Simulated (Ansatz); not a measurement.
## AlBO$_{3}$: reading a single point

```
Al B O
1.0
     4.48816    0.00000    0.00000
    -2.24408    3.88686    0.00000
    -2.24408    1.29562    4.60667
Al B O
2 2 6
Cartesian
  0.0000 0.0000 0.0000
  0.0000 2.5912 2.3033
  -2.2441 3.8869 3.4550
  2.2441 1.2956 1.1517
  0.8571 3.8869 3.4550
  -1.5506 2.6857 3.4550
  0.6935 1.2012 3.4550
  -0.8571 1.2956 1.1517
  1.5506 2.4968 1.1517
  -0.6935 3.9813 1.1517
```

The numbers come from plane-wave PAW DFT (Ansatz): r2SCAN, no spin polarisation, 500 eV, 7×7×7 Γ-centred k points, fermi-dirac occupations (width 0.0497 eV). Nothing was relaxed.

Q: What does the stress say?

A: The pressure is -4.4 GPa (compression positive), so with the atoms held at these fractions the cell would first shrink. The principal stresses -5.4, -5.4, -2.4 GPa differ, so its shape would change too.

Q: Where is the largest force?

A: The largest is on O6 (and as large on other atoms): 0.31 eV/Å, components (-0.16, 0.27, 0.00). It makes 0° with the line to a nearest neighbour, B3 at 1.39 Å, pointing towards it.

Q: Metal or insulator? Give the gap.

A: The gap is 6.77 eV, indirect (the least direct gap found is 6.87 eV).

Q: Which orbitals make up the band edges?

A: Within 0.7 eV of the edges, the states project mainly on O p (96 %) below the gap and on B p (70 %) and O p (14 %) above it.

Origin: a database entry at a rescaled volume.
